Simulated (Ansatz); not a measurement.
Here is an unrelaxed guess for YbSeCl.

```cif
data_structure
_symmetry_space_group_name_H-M 'P-6m2'
_symmetry_Int_Tables_number 187
_cell_length_a 4.1917
_cell_length_b 4.1917
_cell_length_c 4.2805
_cell_angle_alpha 90.000
_cell_angle_beta 90.000
_cell_angle_gamma 120.000
_cell_volume 65.14
loop_
_atom_site_label
_atom_site_type_symbol
_atom_site_symmetry_multiplicity
_atom_site_Wyckoff_symbol
_atom_site_fract_x
_atom_site_fract_y
_atom_site_fract_z
_atom_site_occupancy
Yb1 Yb 1 a 0.00000 0.00000 0.00000 1
Se1 Se 1 c 0.33333 0.66667 0.00000 1
Cl1 Cl 1 f 0.66667 0.33333 0.50000 1
```

Theory: DFT PBE, scalar-relativistic, plane waves, PAW in Ansatz. Settings: cutoff 420 eV, Γ-centred mesh 6×6×4 on the computed 3-atom cell, Gaussian smearing of 0.10 eV; collinear spin from starting moments 1.0 0.0 0.0 μB.

Energies over the elements count from the elements' standard structures at the same level (Cl₂ as a molecule), with no fitted energy shifts.

Q: What does a single point on this coarse mesh give?

A: The pressure is 23.6 GPa (the mean over three directions, positive in compression), the largest force is 0.00 eV/Å (symmetry fixes the atoms), and the energy is −0.74 eV/atom against the elements. The shortest distance is 2.42 Å.

Q: How much does it gain on relaxing, and where does it end?

A: Relaxing gains about 0.49 eV/atom (the start's value is from the coarse mesh, so the gain is rough) in 11 ionic steps and ends at −1.23 eV/atom on the finer mesh. The symmetry stays P-6m2 (No. 187). The volume per atom grows by 34.3 %, from 21.7 to 29.2 Å³. The shortest distance goes from 2.42 Å (Yb–Se) to 2.73 Å (Yb–Se). Conventional cell: a = 4.734 Å, c = 4.506 Å. Yb is surrounded by 3 Se at 2.73 Å and 6 Cl at 3.54 Å; Se is surrounded by 3 Yb at 2.73 Å and 6 Cl at 3.54 Å; Cl is surrounded by 6 Yb at 3.54 Å and 6 Se at 3.54 Å.

The last run used collinear spin, a 12×12×10 mesh (in the run's order of axes) for its 3-atom cell and Gaussian smearing of 0.10 eV. No Hubbard U is applied to the open shell of Yb. The reference form of Se is held partly by dispersion forces, which this level lacks. Another magnetic order may lie lower. The relaxation can't lower the symmetry of the start. Symmetry constrained the relaxation, so the result can be a saddle point.
